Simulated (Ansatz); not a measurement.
TiO$_{2}$ (rutile, P4_2/mnm), the program Ansatz at the PBE level (PAW). The conduction-band minimum lies at Γ, with 1 equivalent valley. Second derivatives d²E/dk² of the lowest band at one valley (eV·Å²), along Cartesian directions:

```
direction  d²E/dk²
---------  -------
[100]        6.589
[010]        6.589
[001]        13.21
[110]        6.558
[101]        9.904
[011]        9.904
```

Task: Find the principal effective masses, the density-of-states mass and the conductivity mass.

Result: Off-diagonal terms follow from H_xy = H[110] − (H_xx + H_yy)/2, and m*/mₑ = 7.620 eV·Å² over each eigenvalue: 0.58, 1.2, 1.2. One valley's DOS mass (m₁m₂m₃)^(1/3) = 0.92, conductivity mass 3/(Σ 1/mᵢ) = 0.87 mₑ.

Task: What effective density of states Nc follows at 300 K for parabolic valleys?

Result: Nc = 2.509e19 × 1 × (0.92)^(3/2) ≈ 2.2e19 cm⁻³.

Symmetry was held in the PBE relaxation. No spin polarisation was allowed.

Potentials: the later of the program's two PAW sets.

Edges and masses are those of Kohn–Sham bands, whose gap is no quasiparticle gap.
